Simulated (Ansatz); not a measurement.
MnAu₄ in space group I4/m (No. 87; Mn on 2a, Au on 8h), plane-wave PAW PBE (Ansatz code), all energies at zero smearing, with the estimated change up to a 700 eV cutoff added, with one set of potentials and settings (totals compare only within such a set). Cell of 5 atoms (1 Mn, 4 Au): -56496.552 eV.

```
element                              reference phase  E (eV/atom)
-------  -------------------------------------------  -----------
Mn       I-43m, 29 atoms in the cell, spin-polarised   -3898.8617
Au                        Fm-3m, 1 atoms in the cell  -13149.3277
```

Formation energy per atom, worked out: (-56496.552 − 1×(-3898.8617) − 4×(-13149.3277))/5 = -0.076 eV/atom (-7 kJ per mol of atoms), at 0 K, without zero-point energy or fitted corrections.

The workflow started from a Materials Project entry (that database holds measured and hypothetical structures alike); the Crystallography Open Database copy checked does not list it. With Mn and Au taken as one species the cell has the higher symmetry Fm-3m, so it may be an ordered model of a mixed-site phase. Whether it is the stable phase at ambient conditions was not checked. The PBE relaxation kept the symmetry of its start; whether a distortion lowers the energy is not shown. Magnetic state: ferromagnetic, the only order run, not a proven ground state. The cell computed holds one magnetic atom, so no antiferromagnetic order was within reach. The references are the lowest solids computed at this level, not always the standard phases. Scalar-relativistic: spin–orbit coupling is off unless named, which matters more the heavier the elements.

Potentials: the later of the program's two PAW sets.
